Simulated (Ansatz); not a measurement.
An Ansatz (a quantum-chemistry and plane-wave program) run. Input:

Ansatz 0.2 input:
```yaml
crystal:
  lattice:
    - [3.2319182348, 0.0, 0.0]
    - [0.0, 3.2319182348, 0.0]
    - [0.0, 0.0, 7.4491114041]
  atoms:
    - { symbol: Sc, position: [0.0, 0.5, 0.6663302639] }
    - { symbol: Sc, position: [0.5, 0.0, 0.3336697361] }
    - { symbol: Si, position: [0.0, 0.0, 0.0] }
    - { symbol: Si, position: [0.5, 0.5, 0.0] }
    - { symbol: O, position: [0.5, 0.0, 0.6119398008] }
    - { symbol: O, position: [0.0, 0.5, 0.3880601992] }
kpoints:
  mp_grid: { grid: [13, 13, 6] }
hamiltonian:
  xc: pbesol
  pseudopotentials: { azcp: { folder: ./paw }, kind: paw }
scf:
  occupations: { method: fermi_dirac, width: 0.1 }
phonons:
  method: dfpt
  response_accuracy: low
  eigenvectors: true
  rigid_motions: translations
```

Output (shortened):

```
Pseudopotential: Sc, paw, valence charge 11
Pseudopotential: Si, paw, valence charge 4
Pseudopotential: O, paw, valence charge 6
Functional definition: PBEsol
Crystal: 6 atoms, lattice volume = 77.808 Å³
Basis set: ecut = 420 eV, 1545 PW (Γ), exchange–correlation on 48×48×100 points (8 copies of the dense FFT grid, shifted against one another)
Bands: 27, of which v1, the nominal top of the filled ones, is band 21 counted from 1 (20 counted from 0)
Symmetry: 16 space group operations
k-points: 196 of 1014 (irreducible under 4 space group operations, time reversal used)
SCF iter   1: F=—  HF=-6599.616950 eV  |F-HF|=—  |Δ(HF+E_count)|=         —  Δρ=1.48e-1  dr2=4.67e1  ethr=3.10e-3  ⟨swp⟩=7.2  Hψ=29355  notcnv=0
preconditioner: auto → Kerker (q_TF=auto, 2.462 Å⁻¹)
SCF iter   2: F=—  HF=-6596.762344 eV  |F-HF|=—  |Δ(HF+E_count)|=    2.85e0  Δρ=5.87e-2  dr2=1.48e1  ethr=3.10e-3  ⟨swp⟩=3.0  Hψ=11118  notcnv=0  defer=4
SCF iter   3: F=—  HF=-6595.156283 eV  |F-HF|=—  |Δ(HF+E_count)|=    1.61e0  Δρ=3.14e-2  dr2=5.18e0  ethr=3.10e-3  ⟨swp⟩=3.1  Hψ=10196  notcnv=0  defer=77
SCF iter   4: F=—  HF=-6594.275942 eV  |F-HF|=—  |Δ(HF+E_count)|=   8.80e-1  Δρ=1.86e-2  dr2=5.88e-1  ethr=3.10e-3  ⟨swp⟩=3.2  Hψ=10075  notcnv=0  defer=8
SCF iter   5: F=—  HF=-6594.198719 eV  |F-HF|=—  |Δ(HF+E_count)|=   7.72e-2  Δρ=6.62e-3  dr2=2.77e-1  ethr=1.40e-3  ⟨swp⟩=2.5  Hψ=8148  notcnv=0
SCF iter   6: F=—  HF=-6594.148455 eV  |F-HF|=—  |Δ(HF+E_count)|=   5.03e-2  Δρ=2.20e-3  dr2=1.31e-2  ethr=6.61e-4  ⟨swp⟩=3.6  Hψ=8958  notcnv=0
SCF iter   7: F=—  HF=-6594.146551 eV  |F-HF|=—  |Δ(HF+E_count)|=   1.90e-3  Δρ=4.82e-4  dr2=4.09e-4  ethr=3.12e-5  ⟨swp⟩=1.2  Hψ=6878  notcnv=0
SCF iter   8: F=—  HF=-6594.146486 eV  |F-HF|=—  |Δ(HF+E_count)|=   6.53e-5  Δρ=1.16e-4  dr2=1.45e-5  ethr=9.75e-7  ⟨swp⟩=2.1  Hψ=6343  notcnv=0
SCF iter  13: F=-6594.146482 eV  HF=-6594.146482 eV  |F-HF|=2.73e-12  |Δ(HF+E_count)|=  4.55e-12  Δρ=8.09e-8  dr2=6.24e-12  ethr=1.00e-12  ⟨swp⟩=6.3  Hψ=25873  notcnv=0
the search or the solves at the SCF's close seem to have found levels that the self-consistency loop had missed (the run counts 2) …
SCF 1 converged in 13 iterations: F = -6594.146482 eV  dr2 = 6.24e-12
DFPT response loops at Γ: preconditioner auto → Kerker (q_TF=auto, 2.462 Å⁻¹) (partly filled bands, converged f_vac=0.000) …
SCF converged after 13 iterations
Free energy (F): -6594.146482 eV
Harris-Foulkes:  -6594.146482 eV  (|F-HF|=2.73e-12)
Internal energy: -6594.092598 eV  (E = F + TS)
E sigma→0 (E₀):  -6594.119540 eV
Entropy (-TS):   -0.053884 eV (-8.981 meV/atom)
Fermi energy:    11.352330 eV
--- Per-component energies (eV) ---
  E_band       = -236.745951
  E_kinetic    = 837.851050
  E_local      = -2869.657729  (includes V_loc(G=0)·N_el)
  E_nonlocal   = 435.098978
  E_hartree    = 1142.545588
  E_xc         = -429.370076
  E_vxc        = -494.982456  (∫ρ·V_xc dr)
  E_paw        = -3240.442075  (= ΣΔE_a)
  E_vpaw       = -430.148559  (= ΣTr[D̂ρ^β])
  E_aug_tail   = 0.001692  (compensation charges beyond the density's cutoff)
  E_ewald      = -2470.511774
  E_core_change = 0.391748  (= ΣΔE_core)
  E_smearing   = -0.053884  (= −TS)
  E_closure    = 0.000000  (closes the sum)
  Σ components = -6594.146482   (vs F -6594.146482, Δ=0.00e0)
  [band-id]    e_kinetic+e_local+e_nonlocal+2·e_hartree+e_vxc+e_vpaw+e_augmentation_tail = -236.745847   (vs E_band -236.745951, Δ=1.05e-4)
--- Band table (eV; the first three rows and the last of 196) ---
  k-point 0: bands = ["-38.2194", "-38.1836", "-17.1116", "-16.8527", "-16.8527", "-16.8474", "-16.7916", "-16.7916", "-7.6055", "-7.0313", "-1.3796", "5.4110", "6.1499", "7.0030", "7.0030", "8.2715", "8.2715", "9.2217", "10.0309", "10.0309", "10.4654", …
  k-point 1: bands = ["-38.2194", "-38.1836", "-17.1109", "-16.8527", "-16.8527", "-16.8482", "-16.7916", "-16.7916", "-7.6030", "-7.0319", "-1.3944", "5.4555", "6.2689", "7.0028", "7.0028", "8.2661", "8.2661", "8.9046", "10.0498", "10.0498", "10.4993", …
  k-point 2: bands = ["-38.2194", "-38.1836", "-17.1094", "-16.8526", "-16.8526", "-16.8498", "-16.7917", "-16.7917", "-7.5979", "-7.0332", "-1.4238", "5.5180", "6.6652", "7.0026", "7.0026", "8.1849", "8.2551", "8.2551", "10.0880", "10.0880", "10.5840", …
  k-point 195: bands = ["-38.1526", "-38.1520", "-17.0952", "-17.0908", "-17.0007", "-16.9927", "-16.9127", "-16.9070", "-7.0744", "-7.0666", "4.1145", "5.0076", "5.1061", "5.4481", "5.4486", "5.9782", "7.4112", "7.4245", "7.7143", "7.7472", "10.1460", …
--- Phonons (Γ-DFPT): 6 representative perturbations + reference, on 196 of 1014 k-points (Σ response iterations 20) ---
  ASR residual: 1.197e-4 → 0.000e0 eV/Å²; symmetrization residual: 6.107e-5 eV/Å²
  ASR residual per site (eV/Å²): 1.19e-4 1.19e-4 1.20e-4 1.20e-4 5.40e-5 5.40e-5
  Γ frequencies (cm⁻¹): -24.87 0.00 0.00 0.00 132.03 132.03 146.23 146.23 191.30 191.30 247.63 320.54 328.27 328.27 463.38 483.96 550.12 550.12
  non-analytic LO–TO correction: not included (Born effective charges unavailable; polar crystals: no LO–TO splitting at Γ)
```

Cost: very roughly 4 core-minutes on shared cores.

Space group P4/nmm. The start of the workflow was typed in or built on a structure type; neither database checked (COD, Materials Project) lists it. Its standing as an ambient phase is unchecked. The PBEsol relaxation kept the symmetry of its start; phonons show weakly imaginary modes. The run is not spin-polarised. As this level gives no gap, phonon frequencies hold no LO–TO term and depend on the k-mesh and smearing (Fermi–Dirac, 0.1 eV here).

Potentials: the earlier of the program's two PAW sets. The files were generated under PBE; for other functionals the program regenerates the frozen cores, and for LDA and PBEsol the local potential too.

Ansatz is a plane-wave DFT program.
